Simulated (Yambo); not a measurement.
G0W0@PBEsol for GaP (zinc blende, space group F-43m, No. 216) in Yambo (4×4×4 mesh, 14 Ry block, plasmon pole, screening fixed), without a terminator:

```json
[
 {"bands N in G": "50", "gap Γ → X (eV)": "2.139", "shift of the valence edge (eV)": "-0.388"},
 {"bands N in G": "93", "gap Γ → X (eV)": "2.212", "shift of the valence edge (eV)": "-0.582"},
 {"bands N in G": "151", "gap Γ → X (eV)": "2.245", "shift of the valence edge (eV)": "-0.658"}
]
```

Q: Extrapolate both columns to infinite N with E(N) = E∞ + A/N, test the form, and compare with the terminator.

A: From two points, E∞ = (N2 E2 − N1 E1)/(N2 − N1). The two largest N give 2.30 eV for the gap and -0.78 eV for the shift; the two smallest give 2.30 eV and -0.81 eV. For the gap the slopes A are -7.9 and -8.0 eV: the 1/N form holds. For the shift the slopes A are 21 and 18 eV: the 1/N form holds. With the Bruneval-Gonze terminator and 151 bands the run gives 2.27 eV and -0.72 eV, 0.03 eV and 0.06 eV from the extrapolated values: the terminator too is an estimate of the remainder. Block, mesh and the bands in W are held fixed.

The standard potential for Ga keeps a d shell in the valence without the s and p states of that shell. In tests on such compounds this moved G0W0 gaps by up to about 0.9 eV, so absolute quasiparticle energies here are unreliable; differences between settings are what counts.

Spin-orbit coupling is not included.

Geometry relaxed with PBEsol; primitive cell a = 3.847 Å, b = 3.847 Å, c = 3.847 Å, α = 60.00°, β = 60.00°, γ = 60.00°.

A shift is the quasiparticle energy of the state minus its PBEsol energy.
